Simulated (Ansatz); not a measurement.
## Si₃N₄: a ladder of calculations

Cell of run 1: a COD entry (perhaps calculated rather than measured), atoms as given.

Space group P6_3/m (No. 176); a = 7.6015, c = 2.9061 Å, γ = 120.00°.

| site | Wyckoff | site symmetry | x | y | z |
| --- | --- | --- | --- | --- | --- |
| Si | 6h | m.. | 0.7685 | 0.1746 | 0.2500 |
| N7 | 6h | m.. | 0.0305 | 0.3303 | 0.2500 |
| N13 | 2d | -6.. | 0.6667 | 0.3333 | 0.2500 |

One atom of each set is listed.

Relaxed positions (PBE, cell held):

Si (0.7680, 0.1741, 0.2500)
N7 (0.0300, 0.3299, 0.2500)
N13 (0.6667, 0.3333, 0.2500)

All runs are DFT with Ansatz 0.2.0 (plane waves and PAW, scalar-relativistic unless spin–orbit coupling is named, Γ-centred meshes, Fermi–Dirac smearing where given) in this cell.

Run 1: PBE, gradients read without the response of the cores, atoms as given; 420 eV, 4×4×10 k-points, smearing 0.02 eV.
Run 2: PBE, gradients read without the response of the cores, atoms relaxed; 420 eV, 4×4×10 k-points, smearing 0.02 eV.
Run 3: r2SCAN, gradients read without the response of the cores, at the relaxed atoms; 500 eV, 4×4×10 k-points, smearing 0.02 eV.

```json
{"run": "1", "Si V_zz (η)": "0.90 (0.28)", "N7 V_zz (η)": "-5.13 (0.07)", "N13 V_zz (η)": "-5.09 (0.00)"}
{"run": "2", "Si V_zz (η)": "0.90 (0.28)", "N7 V_zz (η)": "-5.13 (0.07)", "N13 V_zz (η)": "-5.08 (0.00)"}
{"run": "3", "Si V_zz (η)": "?", "N7 V_zz (η)": "?", "N13 V_zz (η)": "?"}
```

V_zz in 10²¹ V/m².

Task: Estimate the row of run 3.

Result: Si: 0.89 (0.25); N7: -5.15 (0.08); N13: -5.18 (0.00). It lies nearest to run 1, from whose tensors on these sites it differs by 0.09 at most (largest principal value of the difference, on N13). Taken one at a time, the functional (r2SCAN with its higher cutoff) moves the tensors on these sites by up to 0.10 (largest principal value of the change, on N13), the positions of the atoms (as given or relaxed) by 0.03 (N7).

The cell isn't the equilibrium one in runs 1, 2 (calculated pressure 6, 6 GPa), and the entry's cell may itself be off.
